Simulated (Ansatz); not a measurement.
Given:

Na:
Space group Fm-3m (No. 225); a = 5.3264 Å, b = 5.3264 Å, c = 5.3264 Å, α = 90.00°, β = 90.00°, γ = 90.00°

```csv
atom,site,symmetry,x,y,z
Na,4a,m-3m,0.0000,0.0000,0.0000
```
(The calculation used a cell of 1 atom; values per cell refer to that cell.)

This is the r²SCAN-relaxed structure.

**Question.** All from plane-wave PAW r²SCAN (Ansatz code), unless another level is named. Give the Hill bulk and shear moduli.

**Answer.** 7.6 and 2.9 GPa.

**Question.** Predict the elastic constants (relaxed ions, GPa).

**Answer.** C11 = 8.7, C12 = 7.1, C44 = 6.2.

This is a known high-pressure phase of the composition, computed here at zero pressure and temperature. The r²SCAN relaxation kept the symmetry of its start; its stability against distortions is not shown here. As this level gives no gap, shear constants depend on the k-mesh and smearing (Fermi–Dirac, 0.1 eV here).

Potentials: the later of the program's two PAW sets.
